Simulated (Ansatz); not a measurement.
This guess for Zr5N is about to be relaxed.

```cif
data_structure
_symmetry_space_group_name_H-M 'Cmmm'
_symmetry_Int_Tables_number 65
_cell_length_a 4.9761
_cell_length_b 8.9565
_cell_length_c 4.8533
_cell_angle_alpha 90.000
_cell_angle_beta 90.000
_cell_angle_gamma 90.000
_cell_volume 216.31
loop_
_atom_site_label
_atom_site_type_symbol
_atom_site_symmetry_multiplicity
_atom_site_Wyckoff_symbol
_atom_site_fract_x
_atom_site_fract_y
_atom_site_fract_z
_atom_site_occupancy
Zr1 Zr 8 n 0.00000 0.27408 0.26060 1
Zr2 Zr 2 c 0.50000 0.00000 0.50000 1
N1 N 2 a 0.00000 0.00000 0.00000 1
```

All numbers below come from Ansatz, DFT PBE, scalar-relativistic, plane waves, PAW. Cutoff 420 eV, Gaussian smearing, Γ-centred meshes. Cell and atoms relax first on a coarse mesh and then on a finer one. In between, the cell is made exact in the group found at 0.06 Å. In metals the finer mesh still leaves noise of several meV/atom or more. The steps can't lower the symmetry of their start. No spin polarisation in the relaxation; trial moments died out in a coarse test.

A guess keeps its type if space group and coordination stay and the shape of the cell changes little (axis ratios within about 15 %, angles within 6°); the volume may change.

**Question.** Does this structure survive the relaxation?

**Answer.** It doesn't keep its type. The symmetry stays Cmmm (No. 65). The volume per atom grows by 26.6 %, from 18.0 to 22.8 Å³. The shortest distance goes from 2.32 Å (Zr–Zr) to 2.13 Å (Zr–N). Counting neighbours within 15 % of an atom's shortest distance, the start has N 4, Zr 4/5 and the end N 4, Zr 1/10. In detail, at the end around Zr on a site of symmetry m lie 1 N at 2.13 Å, 6 Zr at 2.95–3.15 Å and 2 Zr at 3.33 Å; Zr on a site of symmetry mmm is surrounded by 8 Zr at 3.07 Å and 2 Zr at 3.33 Å; N has 4 Zr at 2.13 Å.

```cif
data_structure
_symmetry_space_group_name_H-M 'P 1'
_symmetry_Int_Tables_number 1
_cell_length_a 5.8642
_cell_length_b 5.8642
_cell_length_c 7.3160
_cell_angle_alpha 90.000
_cell_angle_beta 90.000
_cell_angle_gamma 147.041
_cell_volume 136.87
loop_
_atom_site_label
_atom_site_type_symbol
_atom_site_fract_x
_atom_site_fract_y
_atom_site_fract_z
_atom_site_occupancy
Zr1 Zr 0.86879 0.13121 0.21059 1
Zr2 Zr 0.13121 0.86879 0.21059 1
Zr3 Zr 0.13121 0.86879 0.78941 1
Zr4 Zr 0.86879 0.13121 0.78941 1
Zr5 Zr 0.50000 0.50000 0.50000 1
N1 N 0.00000 0.00000 0.00000 1
```

Formation energies are uncorrected and refer to the elements' standard structures at the same level (N₂ as a molecule).

**Question.** At what energy does it end?

**Answer.** −0.03 eV/atom.

The last run used a 12×12×6 mesh (in the run's order of axes) for its 6-atom cell and Gaussian smearing of 0.10 eV. For metals, differences of a few meV/atom aren't resolved. Symmetry constrained the relaxation, so the result can be a saddle point. Another cell of Zr5N relaxed alike, in P-6m2, lies 0.35 eV/atom lower, so this cell isn't the stable form at this level.

In counts of neighbours, a slash parts the counts of unlike sites.
